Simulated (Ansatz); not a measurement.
**BaTiO3 with Hf replacing Ti: do the settings matter for the field gradients?**

This input was run with Ansatz:

```yaml
crystal:
  lattice:
    - [-4.006, 4.006, 4.006]
    - [4.006, -4.006, 4.006]
    - [4.006, 4.006, -4.006]
  atoms:
    - { symbol: Ba, position: [0.5, 0.5, 0.5] }
    - { symbol: Ba, position: [0.0, 0.0, 0.5] }
    - { symbol: Ba, position: [0.0, 0.5, 0.0] }
    - { symbol: Ba, position: [0.5, 0.0, 0.0] }
    - { symbol: Hf, position: [0.0, 0.0, 0.0] }
    - { symbol: Ti, position: [0.5, 0.5, 0.0] }
    - { symbol: Ti, position: [0.5, 0.0, 0.5] }
    - { symbol: Ti, position: [0.0, 0.5, 0.5] }
    - { symbol: O, position: [0.0, 0.25, 0.25] }
    - { symbol: O, position: [0.5, 0.75, 0.25] }
    - { symbol: O, position: [0.5, 0.25, 0.75] }
    - { symbol: O, position: [0.0, 0.75, 0.75] }
    - { symbol: O, position: [0.25, 0.0, 0.25] }
    - { symbol: O, position: [0.75, 0.5, 0.25] }
    - { symbol: O, position: [0.75, 0.0, 0.75] }
    - { symbol: O, position: [0.25, 0.5, 0.75] }
    - { symbol: O, position: [0.25, 0.25, 0.0] }
    - { symbol: O, position: [0.75, 0.75, 0.0] }
    - { symbol: O, position: [0.75, 0.25, 0.5] }
    - { symbol: O, position: [0.25, 0.75, 0.5] }
kpoints:
  mp_grid: { grid: [3, 3, 3] }
scf:
  occupations: { method: methfessel_paxton, width: 0.15 }
hamiltonian:
  xc: pbe
  pseudopotentials: { kind: paw }
  hubbard: { sites: [{ species: Hf, l: d, u_eff: 3.0 }], double_counting: fll }
output:
  forces: true
  stress: true
  populations: true
  efg:
    quadrupole_moments_barn: { Ba: 0.236, Hf: 3.365, Ti: 0.247, O: -0.02558 }
    contact_densities: true
  write_density: true
  write_potential: true
  elf: true
  volumetric_format: npy
```

It converged. Of its output the block on the nuclei alone is shown, without the SCF iterations, energies, forces and stress (one atom of each set):

```
--- PAW observables at the nuclei: V_zz in 10²¹ V/m², potentials from the cell's mean, atoms counted from 1 ---
  atom   1  Ba V_zz =    +1.181562   η = 0.0000   by run symmetry: allowed   C_q = +6.7425 MHz
            electrostatic potential = -9628.724842 V   contact ρ = 2065457.982915 e/Å³
  atom   5  Hf V_zz =    -0.000000   η = 0.0000   by run symmetry: forbidden   C_q = -0.0000 MHz
            electrostatic potential = -14179.014844 V   contact ρ = 7528632.563706 e/Å³
  atom   6  Ti V_zz =    -0.862859   η = 0.0000   by run symmetry: allowed   C_q = -5.1534 MHz
            electrostatic potential = -2530.951465 V   contact ρ = 56791.117253 e/Å³
  atom   9  O  V_zz =    +0.919777   η = 0.0000   by run symmetry: allowed   C_q = -0.5689 MHz
            electrostatic potential = -629.221785 V   contact ρ = 2156.927284 e/Å³
  atom  10  O  V_zz =    +2.510022   η = 0.0000   by run symmetry: allowed   C_q = -1.5525 MHz
            electrostatic potential = -628.915980 V   contact ρ = 2157.390510 e/Å³
```

Task: Can these gradients be trusted, and how do they compare with a run on standard settings?

Result: As results of these settings, within the limits told below. Against the standard input the change is `hamiltonian.hubbard`: not typed → {sites: [{species: Hf, l: d, u_eff: 3.0}], double_counting: fll}; `scf.occupations.method`: fermi_dirac → methfessel_paxton; `scf.occupations.width`: 0.01 → 0.15. A site carries the number of its first atom; V_zz in 10²¹ V/m².

```
site  V_zz standard  η standard  V_zz here  η here
  Ba           0.76        0.00       1.18    0.00
  Hf           0.00           –       0.00       –
  Ti          -0.86        0.00      -0.86    0.00
  O9           0.63        0.00       0.92    0.00
 O10           2.52        0.00       2.51    0.00
```

The largest change of V_zz is on Ba, from 0.76 to 1.18. In per cent, |V_zz| changes by +55 on Ba, +1 on Ti, 0 to +46 on O (all sites that start above 0.5). SCF iterations: 7 and 11.

On the reference run: The defect repeats with the cell of 20 atoms, so it feels its images: sites between two images don't show the values beside a lone defect, and zeros or small values of η there can come from the images' arrangement. O carries a gradient in the pure host already, so the values there aren't the defect's effect alone. This high-symmetry form of BaTiO3 is unstable when cold, to polar off-centring of Ti. The symmetry of the cell holds that distortion back, wholly or in part, and it would change the field gradients, the more the larger the distortion. Without spin–orbit coupling the gradients at and beside Hf can be off by some per cent, at some sites by more. The cell keeps the host's lattice, where the PBE pressure is 9 GPa. The neighbours have not yet relaxed around the defect (largest force 2.3 eV/Å), so a real crystal will differ.
